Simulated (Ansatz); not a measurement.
CdTe:
```
CdTe
1.0
    0.00000     3.27934     3.27934
    3.27934     0.00000     3.27934
    3.27934     3.27934     0.00000
Cd Te
1 1
Direct
  0.00000   0.00000   0.00000
  0.75000   0.75000   0.75000
```

Relaxed with r²SCAN. Special points in fractions of this cell's reciprocal vectors: Γ (0.000, 0.000, 0.000); X (0.500, 0.000, 0.500); U (0.625, 0.250, 0.625); K (0.375, 0.375, 0.750); L (0.500, 0.500, 0.500); W (0.500, 0.250, 0.750).

Task: List the band energies nearest the valence-band maximum at these points for plane-wave PAW r²SCAN with spin–orbit coupling (Ansatz code).

Result: In eV from the valence-band maximum; about four levels below and three above (degenerate sets whole), none deeper than 8.9 eV; points with the same levels are listed once.

```
k                    below                above
-  -----------------------  -------------------
Γ      0.00 0.00 0.00 0.00  0.90 0.90 4.57 4.57
X  -2.23 -2.23 -1.89 -1.89  2.70 2.70 2.73 2.73
U  -2.91 -2.61 -1.75 -1.71       2.96 3.00 4.46
L  -1.27 -1.27 -0.76 -0.76  1.93 1.93 5.28 5.28
W  -2.81 -2.35 -2.32 -2.29       4.06 4.44 4.68
```

Space group F-43m (zinc blende). The cell was relaxed with r²SCAN under the symmetry of its start; of distortions, only those at the zone centre were tested.

Potentials: the earlier of the program's two PAW sets.
